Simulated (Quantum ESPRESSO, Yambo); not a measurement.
Levels of theory for the gap of Na2CO3

Na2CO3 (space group P6_3/mmc, No. 194): one geometry, one set of norm-conserving LDA (Quantum ESPRESSO, 88 Ry, no spin-orbit coupling) orbitals, self-energies from Yambo (3×3×2 Γ-centred k mesh, bands 5 to 220 and a 7 Ry block in the screening, 220 bands in G with the Bruneval-Gonze terminator, plasmon pole fitted at 27.2 eV).

The geometry is that of Materials Project entry mp-20495, symmetrised and not relaxed again.

```
level                                                     gap Γ → Γ (eV)                         rough Yambo cost
--------------------------------------------------------  --------------  ---------------------------------------
LDA (Quantum ESPRESSO)                                              3.14                                        –
exchange only (Hartree-Fock self-energy on LDA orbitals)           13.88                     about 1/7 (8 states)
static COHSEX@LDA                                                   7.57        within a factor of two (2 states)
G0W0@LDA, plasmon pole                                              6.28                             1 (8 states)
G0W0@LDA, multipole fit to 8 frequencies, no terminator             6.13        within a factor of two (2 states)
G0W0@LDA, plasmon pole, no terminator                               6.13  about 1/10 (2 states, screening reused)
```

Bare exchange has no screening and gives the widest gap; static COHSEX screens it but leaves out the frequency dependence, which G0W0 restores.

Costs are rough ratios of core time on shared machines.

Nearest settings tried, and what they do to the gap: 148 bands in W, 148 bands in G: +40 meV; 6 Ry block (237 vectors against 315): -51 meV. Not varied: mesh. So the settings aren't converged at that level.

The structure is a Materials Project entry; no match was found in the copy of COD used, and its stability was not checked.
